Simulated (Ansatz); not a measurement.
## Settings and field gradients in BaCINO

Cell: an entry of the Crystallography Open Database (COD), ions relaxed with PBE at fixed cell.

```cif
data_BaCINO
_symmetry_space_group_name_H-M 'Pnma'
_symmetry_Int_Tables_number 62
_cell_length_a 8.5452
_cell_length_b 4.7462
_cell_length_c 11.6013
_cell_angle_alpha 90.000
_cell_angle_beta 90.000
_cell_angle_gamma 90.000
loop_
_atom_site_label
_atom_site_type_symbol
_atom_site_symmetry_multiplicity
_atom_site_Wyckoff_symbol
_atom_site_fract_x
_atom_site_fract_y
_atom_site_fract_z
Ba Ba 4 c 0.7692 0.7500 0.6508
C C 4 c 0.6185 0.2500 0.4513
I I 4 c 0.0932 0.2500 0.6431
N N 4 c 0.3286 0.7500 0.4535
O O 4 c 0.4376 0.7500 0.6454
```

One atom of each set is listed.

Reference run. The numbers come from a DFT calculation in Ansatz (PBE, plane waves and PAW, scalar-relativistic, 420 eV cutoff, Γ-centred 3×5×2 k-points, Fermi–Dirac smearing 0.02 eV).

It gives V_zz (10²¹ V/m²) O 10.92 (η 0.10), Ba 6.73 (η 0.33), I -3.88 (η 0.46), among others. Each of these runs changes the input as listed (caps on SCF iterations aside):

A. scf.n_extra_bands: not typed → 16
B. magnetization: not typed → {spin_polarized: true, spin_orbit: true}; hamiltonian.pseudopotentials: {kind: paw} → {kind: nc}

(1) Which of these changes matter for the gradients?

Results:

(1) 

| run | O V_zz (η) | Ba V_zz (η) | I V_zz (η) | largest change of a gradient tensor, all atoms | note |
| --- | --- | --- | --- | --- | --- |
| A | 10.92 (0.10) | 6.73 (0.33) | -3.88 (0.46) | 0.00 | converged |
| B | – | – | – | – | refused: 3 input errors — fix all and re-run |

Run A, the only one that finished, moves no gradient tensor by more than 0.01. Run B holds spin-orbit coupling on scalar files.

On the reference run: Without spin–orbit coupling the gradients at and beside I can be off by some per cent, at some sites by more. The database positions were far from equilibrium, so the relaxed structure may not be the compound's real one.
